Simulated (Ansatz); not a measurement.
Ba₂InOsO₆ in space group Fm-3m (No. 225; Ba on 8c, In on 4b, Os on 4a, O on 24e), plane-wave PAW r²SCAN (Ansatz code), all energies at zero smearing, with the estimated change up to a 700 eV cutoff added, with one set of potentials and settings (totals compare only within such a set). Cell of 20 atoms (4 Ba, 2 In, 2 Os, 12 O): -64713.134 eV.

| element | reference phase | E (eV/atom) |
|---|---|---|
| Ba | Im-3m, 1 atoms in the cell | -5964.4614 |
| In | I4/mmm, 1 atoms in the cell | -5611.8204 |
| Os | P6_3/mmc, 2 atoms in the cell | -11397.6334 |
| O | C2/m, 4 atoms in the cell, spin-polarised | -566.0281 |

Formation energy per atom, worked out: (-64713.134 − 4×(-5964.4614) − 2×(-5611.8204) − 2×(-11397.6334) − 12×(-566.0281))/20 = -2.202 eV/atom (-212 kJ per mol of atoms), at 0 K, without zero-point energy or fitted corrections.

The workflow started from a Materials Project entry (that database holds measured and hypothetical structures alike); the Crystallography Open Database copy checked does not list it. Its standing as an ambient phase is unchecked. Symmetry was held in the r²SCAN relaxation, as lowered by the spin order; whether a distortion lowers the energy is not shown. Spin order of the final state: antiferromagnetic, chosen from 3 collinear starts compared on coarse meshes (ties went to the first, and starts can fall back to one state), not a proven ground state. Other orbital occupations within this spin state were not tried. No Hubbard U is applied. The references are the lowest solids computed at this level, not always the standard phases (solids in place of the gases). Spin–orbit coupling is left out wherever it is not named.

Potentials: the later of the program's two PAW sets.
